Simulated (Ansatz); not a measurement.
Polymorphs of TaAs, each relaxed with r²SCAN in the plane-wave PAW code Ansatz:

A: CsCl type (Pm-3m)
a = b = c = 3.199 Å, α = β = γ = 90.00°

```
atom  site  symmetry       x       y       z
----  ----  --------  ------  ------  ------
Ta      1a      m-3m  0.0000  0.0000  0.0000
As      1b      m-3m  0.5000  0.5000  0.5000
```

B: I4_1md
a = 3.4412 Å, b = 3.4412 Å, c = 11.7164 Å, α = 90.00°, β = 90.00°, γ = 90.00°

```csv
atom,site,symmetry,x,y,z
Ta,4a,2mm.,0.0000,0.5000,0.0000
As,4a,2mm.,0.0000,0.0000,0.3326
```

Q: Put the candidates in order of energy per atom at 0 K, lowest first, for r²SCAN.

A: B (+0 meV/atom), A (+349 meV/atom)

Constructed cells (a structure type filled with these elements, in neither database checked): A. Not the usual ambient phase: A. All cells were relaxed under the symmetry of their starts (and spin orders); stability against distortions was not tested throughout. Rows with no word on spin ran without spin polarisation. Spin–orbit coupling is left out wherever it is not named.

Energies hold the estimated change up to a 700 eV cutoff; steps of a few meV lie near the error of the meshes.

Potentials: the earlier of the program's two PAW sets.
